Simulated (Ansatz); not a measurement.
Sb:
```yaml
crystal:
  lattice:
    - [-3.47726, 3.47726, 3.47726]
    - [3.47726, -3.47726, 3.47726]
    - [3.47726, 3.47726, -3.47726]
  atoms:
    - { symbol: Sb, position: [0.71093, 0.00000, 0.00000] }
    - { symbol: Sb, position: [0.00000, 0.71093, 0.00000] }
    - { symbol: Sb, position: [0.00000, 0.00000, 0.71093] }
    - { symbol: Sb, position: [0.28907, 0.28907, 0.28907] }
```

Cartesian axes are those of the cell as given.

Q: Give the proper piezoelectric stress tensor with relaxed ions from plane-wave PAW r²SCAN+D4 (Ansatz code).

A: In C/m², rows x, y, z, Voigt columns; mesh uncertainty up to 0.01.
```
 0.00   0.00   0.00  -0.20   0.00   0.00
 0.00   0.00   0.00   0.00  -0.20   0.00
 0.00   0.00   0.00   0.00   0.00  -0.20
```

The elastic tensor of the same run (GPa):

|  | 1 | 2 | 3 | 4 | 5 | 6 |
|---|---|---|---|---|---|---|
| 1 | 9.0 | 7.3 | 7.3 | 0.0 | 0.0 | 0.0 |
| 2 | 7.3 | 9.0 | 7.3 | 0.0 | 0.0 | 0.0 |
| 3 | 7.3 | 7.3 | 9.0 | 0.0 | 0.0 | 0.0 |
| 4 | 0.0 | 0.0 | 0.0 | 7.9 | 0.0 | 0.0 |
| 5 | 0.0 | 0.0 | 0.0 | 0.0 | 7.9 | 0.0 |
| 6 | 0.0 | 0.0 | 0.0 | 0.0 | 0.0 | 7.9 |

Q: Convert to strain constants d = e·S.

A: In pC/N:
```
  0.0    0.0    0.0  -25.8    0.0    0.0
  0.0    0.0    0.0    0.0  -25.8    0.0
  0.0    0.0    0.0    0.0    0.0  -25.8
```

Space group I-43m. The start of the workflow was typed in or built on a structure type; neither database checked (COD, Materials Project) lists it. It is not the phase usual at ambient conditions (space group No. 166). The cell was relaxed with r²SCAN+D4 under the symmetry of its start; whether a distortion lowers the energy is not shown. The volume moved by 16 % from the start of the relaxation. Scalar-relativistic: spin–orbit coupling is off unless named, which matters more the heavier the elements.

Potentials: the earlier of the program's two PAW sets.
